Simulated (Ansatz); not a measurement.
TaGeO3:
Space group P4mm (No. 99); a = b = 4.0577 Å, c = 3.9344 Å, α = β = γ = 90.00°

| atom | site | symmetry | x | y | z |
|---|---|---|---|---|---|
| Ta | 1b | 4mm | 0.5000 | 0.5000 | 0.5180 |
| Ge | 1a | 4mm | 0.0000 | 0.0000 | 0.1983 |
| O | 2c | 2mm. | 0.0000 | 0.5000 | 0.4833 |
| O | 1b | 4mm | 0.5000 | 0.5000 | 0.0072 |

Relaxed at zero pressure with plane-wave PAW PBEsol (Ansatz code).

Problem. The volume is lowered by 6 % and shape and atoms relax at that volume. What pressure results, and how do the axes share the change?

Solution. 12.4 GPa; a -2.3 %, b -2.3 %, c -1.5 %; the energy rises by 29 meV/atom.

Problem. Give the new structure.

Solution. 
Space group P4mm (No. 99); a = b = 3.964 Å, c = 3.876 Å, α = β = γ = 90.00°

| atom | site | symmetry | x | y | z |
|---|---|---|---|---|---|
| Ta | 1b | 4mm | 0.5000 | 0.5000 | 0.5243 |
| Ge | 1a | 4mm | 0.0000 | 0.0000 | 0.1774 |
| O | 2c | 2mm. | 0.0000 | 0.5000 | 0.4869 |
| O | 1b | 4mm | 0.5000 | 0.5000 | 0.0147 |

The phase is kept; no other phase was compared at this pressure.

The start of the workflow was typed in or built on a structure type; neither database checked (COD, Materials Project) lists it. Whether it is the stable phase at ambient conditions was not checked. The PBEsol relaxation kept the symmetry of its start. At this level the phase is dynamically unstable (imaginary phonons). No spin polarisation was allowed. Scalar-relativistic: spin–orbit coupling is off unless named, which matters more the heavier the elements.

Potentials: the later of the program's two PAW sets.
